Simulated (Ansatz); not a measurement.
Data:

Relaxed CeO₂ (fluorite):

```yaml
crystal:
  lattice:
    - [0.00000, 2.71868, 2.71868]
    - [2.71868, 0.00000, 2.71868]
    - [2.71868, 2.71868, 0.00000]
  atoms:
    - { symbol: Ce, position: [0.00000, 0.00000, 0.00000] }
    - { symbol: O, position: [0.25000, 0.25000, 0.25000] }
    - { symbol: O, position: [0.75000, 0.75000, 0.75000] }
```

In each cell atom 1 (Ce, nearest neighbour O at 2.354 Å; its periodic images, 3.8 Å or more away, move with it) moves by s·(1.000, 0.000, 0.000) (along Cartesian x), the rest being held.

Level of theory: r2SCAN (plane waves to 500 eV, PAW, scalar-relativistic; Ansatz, a quantum-chemistry and plane-wave program). k mesh 9×9×9 (Γ-centred), Fermi-Dirac smearing 0.05 eV. Energies are smeared free energies. CeO2 is run without spin polarisation. CeO2 was relaxed with its symmetry unable to fall. The f-shell state is unchecked: a lower one may exist. The zero of ΔE is the undisplaced structure.

The scan covers s from -0.240 to 0.240 Å in 11 points.

Question: Is the energy the same for equal positive and negative displacements?

Answer: Even: the same for both signs. With its periodic images moving along, the atom's site symmetry in this cell is m-3m.

Question: What is the force constant k = d²E/ds² of this move at s = 0?

Answer: 6.84 eV/Å².

(A displaced cell: forces are minus the slopes of the energy, force constants its curvatures, and phonons follow from these.)
